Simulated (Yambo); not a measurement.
G0W0@PBEsol for Mg3ZnO4 (space group P4/mmm, No. 123) in Yambo. Reference settings: 4×4×2 Γ-centred k mesh, bands 8 to 166 and a 8 Ry block in the screening, 166 bands in G with the Bruneval-Gonze terminator, plasmon pole fitted at 27.2 eV. The PBEsol gap X → Γ on this mesh is 2.44 eV; G0W0 gaps are taken between the same points.

```json
[
 {"change from the reference": "reference settings", "G0W0 gap X → Γ (eV)": "4.32", "shift of the valence edge (eV)": "-1.01"},
 {"change from the reference": "1 Ry block", "G0W0 gap X → Γ (eV)": "___", "shift of the valence edge (eV)": "-2.06"},
 {"change from the reference": "3 Ry block", "G0W0 gap X → Γ (eV)": "4.32", "shift of the valence edge (eV)": "-1.13"},
 {"change from the reference": "114 bands in W, 114 bands in G", "G0W0 gap X → Γ (eV)": "4.41", "shift of the valence edge (eV)": "-0.98"},
 {"change from the reference": "no random integration", "G0W0 gap X → Γ (eV)": "4.29", "shift of the valence edge (eV)": "-0.89"},
 {"change from the reference": "74 bands in G", "G0W0 gap X → Γ (eV)": "4.36", "shift of the valence edge (eV)": "-1.02"},
 {"change from the reference": "114 bands in G", "G0W0 gap X → Γ (eV)": "4.34", "shift of the valence edge (eV)": "-1.02"},
 {"change from the reference": "114 bands in G, no terminator", "G0W0 gap X → Γ (eV)": "4.17", "shift of the valence edge (eV)": "-0.60"}
]
```

Q: Estimate the withheld gaps from the other rows; the computed values follow.

A: 
- 1 Ry block, G0W0 gap X → Γ (eV): 5.83

The reference isn't shown to be the converged limit.

Geometry of the Materials Project entry, not relaxed at this level; primitive cell a = b = 3.026 Å, c = 8.553 Å, α = β = γ = 90.00°.

The structure is a Materials Project entry; no match was found in the copy of COD used, and its stability was not checked.

A shift is the quasiparticle energy of the state minus its PBEsol energy.
